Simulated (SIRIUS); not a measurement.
Set-up for a self-consistent single point of MoS₂ (R3m, 3 atoms in the cell; from Materials Project mp-1434, changed as shown).

```yaml
crystal:
  lattice:
    - [1.58458, 0.91486, 6.45127]
    - [-1.58458, 0.91486, 6.45127]
    - [0.00000, -1.82971, 6.45127]
  atoms:
    - { symbol: Mo, position: [0.99978, 0.99978, 0.99978] }
    - { symbol: S, position: [0.41294, 0.41294, 0.41294] }
    - { symbol: S, position: [0.25330, 0.25330, 0.25330] }
```

Computed with LDA (PW92), FP-LAPW (LAPW with two local orbitals a valence shell; core below -3 Ha), all-electron full potential with ZORA scalar-relativistic valence and Dirac core (SIRIUS 7.12.0).

SIRIUS settings:

```
setting                                                                                          value
--------------------------------------  --------------------------------------------------------------
parameters.ngridk                                                                                6 6 6
basis                                   LAPW with two local orbitals a valence shell, core below -3 Ha
unit_cell.atom_type_rmt                                                       {Mo: 2.29, S: 1.99} bohr
parameters.xc_functionals                                                      [XC_LDA_X, XC_LDA_C_PW]
parameters.aw_cutoff                                                                                 7
parameters.pw_cutoff                                                                         20 1/bohr
parameters.smearing                                                                        fermi_dirac
parameters.smearing_width                                                               0.000367493 Ha
parameters.electronic_structure_method                                           full_potential_lapwlo
parameters.lmax_apw                                                                                  8
parameters.lmax_rho                                                                                  8
parameters.lmax_pot                                                                                  8
parameters.auto_rmt                                                                                  0
parameters.num_fv_states                                                                            17
parameters.num_mag_dims                                                                              0
parameters.num_dft_iter                                                                            100
parameters.energy_tol                                                                         1e-07 Ha
parameters.density_tol                                                                           1e-06
mixer.type                                                                                    broyden2
mixer.beta                                                                                         0.4
mixer.use_hartree                                                                                false
```

Results:

Number of valence electrons: 26
Number of bands: 17
Number of k-points after the program's reduction: 32
Size of the basis: 321
Number of SCF iterations: 16
FFT grid: 90 × 90 × 90
Free energy E − TS: -131745.0774 eV
Gap on the k-point mesh: 1.06 eV
Largest force (vector length): 0.027 eV/Å

Forces (eV/Å):
| atom | Fx | Fy | Fz |
|---|---|---|---|
| Mo1 | 0.000 | 0.000 | -0.001 |
| S2 | 0.000 | 0.000 | -0.026 |
| S3 | 0.000 | 0.000 | 0.027 |

Gaps are taken between levels on the mesh.

For comparison: a first run was changed to give this one (volume scaled by 1.06), and from it to this one the free energy falls by 9.1 meV/atom, the largest force goes from 1.037 to 0.027 eV/Å and the gap on the mesh hardly changes (1.064 to 1.058 eV).

The structure comes from a collection of computed structures, made at another level of theory; the collection holds predicted forms beside known ones. Its lattice was then scaled. Values depend on the basis (sphere radii, cutoffs, local orbitals), which need not be converged.

Cost on one core: about 60 core-seconds (a rough figure).
